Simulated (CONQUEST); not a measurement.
Input and output of a self-consistent single point for TaN (P-6m2, 4 atoms in the cell; from Materials Project mp-1459) (CONQUEST).

Method: PBEsol, numerical atomic orbitals double-zeta with polarisation (the shipped basis), PseudoDojo norm-conserving potentials made for PBEsol run with CONQUEST.

```xyz
4
Lattice="2.9399 0.0000 0.0000 0.0000 5.0921 0.0000 0.0000 0.0000 2.8902" Properties=species:S:1:pos:R:3 pbc="T T T"
Ta     0.0000     0.0000     1.4451
Ta     1.4700     2.5461     1.4451
N      1.4700     0.8487     0.0000
N      0.0000     3.3948     0.0000
```

Reference input (self-consistent single point, DFT, PBEsol, numerical atomic orbitals double-zeta with polarisation (the shipped basis), PseudoDojo norm-conserving potentials made for PBEsol): basis = DZP; Diag.MPMeshX, Y, Z = 6 3 6; potentials = PseudoDojo norm-conserving PBEsol; Grid.GridCutoff = 140 Ha; DM.SolutionMethod = diagon; Diag.SmearingType = 1; Diag.kT = 0.003675 Ha; Diag.GammaCentred = true; Diag.MPOrder = 0; minE.SCTolerance = 1.0e-06; SC.MaxIters = 100; SC.LinearMixingFactor = 0.5. This run's input differs from it in these lines:

```diff
@@ -24,3 +24,3 @@
 Diag.MPOrder                   0
-Diag.kT                        0.003675
+Diag.kT                        0.007350
```

The program printed (abridged):

```
    new_SC_potl: Starting.  Tolerance:  0.10000E-05

    PulayMixSC: Starting Pulay mixing, A_up =  0.500 A_dn =  0.500
    PulayMixSC: Spin non-polarised calculation.
    PulayMixSC: with Kerker preconditioning, q0 =  0.300
          Harris-Foulkes Energy            :     -4110.947611762116139 eV
          GroundState Energy (kT --> 0)    :     -4110.952253874543203 eV
          Free Energy (E-TS)               :     -4110.956895986970267 eV
          DFT Total Energy                 :     -4103.413533764517524 eV
          Total number of electrons        :        36.000000000000547
   [... lines left out ...]
          Total number of electrons        :        36.000011585525776
    PulayMixSC: Pulay iteration     9 residual:              0.17388E-05
          Harris-Foulkes Energy            :     -4108.619330521023585 eV
          GroundState Energy (kT --> 0)    :     -4108.625802739955361 eV
          Free Energy (E-TS)               :     -4108.632274958888047 eV
          DFT Total Energy                 :     -4108.619330413257558 eV
          Total number of electrons        :        36.000011768685788
    PulayMixSC: Pulay iteration    10 residual:              0.98905E-06
    PulayMixSC: Reached SCF tolerance of  0.98905E-06 after     10 iterations
      | Number of electrons      =        36.000012
      |* band energy as 2Tr[K.H] =     -1052.685910498505791 eV
      |  screened ion-ion energy =     -2843.149361706085529 eV
      |  Ha correction           =        12.522773301261990 eV
      |  XC correction           =      -225.306630030761994 eV
      | GS Energy with kT -> 0   =     -4108.625802739955361 eV
      | Free Energy as E-TS      =     -4108.632274958888047 eV
      |* Harris-Foulkes energy   =     -4108.619330521023585 eV
      |* DFT total energy        =     -4108.619330413257558 eV
      |  estimated accuracy      =        -0.000000107766282 eV

    force: Forces on atoms (eV/a0)
    force:  Atom   X              Y              Z
   [... lines left out ...]
    force:     4  -0.0025855276  -0.0099803287  -0.0000000030

    force: Maximum force :        0.00998033(eV/a0) on atom         4 in y direction
    force: Force Residual:        0.00730308 eV/a0
    force: Total stress:          2.79320240     2.21293103     4.72448530 GPa
    force: Average pressure:     -3.24353958 GPa

    force: Finished force
    get_E_and_F: Change in energy during last step of electronic optimisation:  0.10325E-06
```

The run converged in 10 iterations. CONQUEST prints the stress tensor with tension positive. Against the reference run the free energy falls by 1.6 meV/atom and the pressure hardly changes (-3.26 to -3.24 GPa).

The program uses no crystal symmetry, so grid and mesh can part values that symmetry would make equal. The atom-centred basis is finite, which shifts total energies and pressures against plane waves. This run is one point of a test of settings, so its values need not be converged; read them against the reference run alone. The structure comes from a collection of computed structures, made at another level of theory; the collection holds predicted forms beside known ones. No clean gap shows at this smearing width and mesh (spacing up to 0.41 Å⁻¹); the mesh is coarse for partly filled bands, so the values carry mesh errors.

Cost on one core: about 2.2 core-minutes (a rough figure).
